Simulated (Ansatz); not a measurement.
The start is a randomly generated symmetric cell of Co (space group No. 65). Cell shape, volume and atoms are optimised at zero target pressure with PBE (plane waves to 420 eV, PAW, scalar-relativistic; Ansatz, a quantum-chemistry and plane-wave program). The first steps use a coarse 14×14×15 k-mesh.

Input geometry:
```yaml
crystal:
  lattice:
    - [1.57224, -1.69467, 0.00000]
    - [1.57224, 1.69467, 0.00000]
    - [0.00000, 0.00000, 2.12354]
  atoms:
    - { symbol: Co, position: [0.50000, 0.50000, 0.00000] }
```
Spin-polarised start, with parallel moments on Co.

Question: How large is the pressure on the unrelaxed cell, and of which sign?

Answer: +23.5 GPa (positive: the cell is compressed).

Question: Does the structure survive the relaxation? Give the final space group.

Answer: The space group goes from Cmmm (No. 65) to P6/mmm (No. 191); the end is AFLOW prototype A_hP1_191_a (A_f, as in Sn), with 1 atom in the primitive magnetic cell.

Question: How do the shortest distances between atoms change?

Answer: The closest pairs of elements (up to four, under 3.6 Å), start → end: Co–Co 2.12 → 2.31 Å.

Question: What band gap does the relaxed structure have at this level?

Answer: No gap (metallic).

Question: Write out the relaxed structure.

Answer: 
```cif
data_Co
_chemical_formula_sum 'Co1'
_space_group_name_H-M_alt 'P6/mmm'
_space_group_IT_number 191
_space_group_name_Hall '-P 6 2'
_cell_length_a 2.45186
_cell_length_b 2.45186
_cell_length_c 2.30865
_cell_angle_alpha 90.000
_cell_angle_beta 90.000
_cell_angle_gamma 120.000
loop_
_atom_site_label
_atom_site_type_symbol
_atom_site_symmetry_multiplicity
_atom_site_Wyckoff_symbol
_atom_site_fract_x
_atom_site_fract_y
_atom_site_fract_z
_atom_site_occupancy
Co1 Co 1 a 0.00000 0.00000 0.00000 1
```

Final values are on a 22×22×20 k-mesh of the relaxed cell. Spin state reached: ferromagnetic (net 1.79 μB/atom), from parallel starting moments; other spin orders were not run from this start.

The run could not lose the symmetry of its start, so the end can be a saddle point.

The relaxed structure here is a generated cell of Co: the first start was made by a random draw of sites in a space group, and the end was not matched to a known phase here, so it may be hypothetical. Known forms of Co include space group No. 194.
